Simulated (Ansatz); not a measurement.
Data sheet: AlSn2Sb (DFT)

AlSn2Sb:
```
CELL_PARAMETERS angstrom
      2.29132     1.32290     7.40846
     -2.29132     1.32290     7.40846
      0.00000    -2.64579     7.40846
ATOMIC_POSITIONS crystal
  Al 0.99164 0.99164 0.99164
  Sb 0.11584 0.11584 0.11584
  Sn 0.50627 0.50627 0.50627
  Sn 0.63628 0.63628 0.63628
```

Space group R3m (No. 160); conventional cell a = b = 4.583 Å, c = 22.225 Å, α = β = 90.00°, γ = 120.00°.

Method: PBE (plane waves, PAW; program Ansatz). Structure relaxed to zero pressure with the same functional. Other levels are named where they apply.

**Cell and energy**

```json
{
  "volume_per_atom": "33.68 Å³",
  "density": "4.76 g/cm³",
  "Formation energy from the elements (no fitted shifts)": "0.049 eV/atom"
}
```

**Electronic structure**

```json
{
  "electronic_character": "metallic (no gap)",
  "Density of states at the Fermi level": "0.15 states/eV per atom (mean over ±0.08 eV)"
}
```

The start of the workflow was typed in or built on a structure type; neither database checked (COD, Materials Project) lists it. Whether it is the stable phase at ambient conditions was not checked. Symmetry was held in the PBE relaxation; whether a distortion lowers the energy is not shown. The volume moved by 37 % from the start of the relaxation. The references are the lowest solids computed at this level, not always the standard phases. Spin–orbit coupling is left out wherever it is not named.

Potentials: the earlier of the program's two PAW sets.
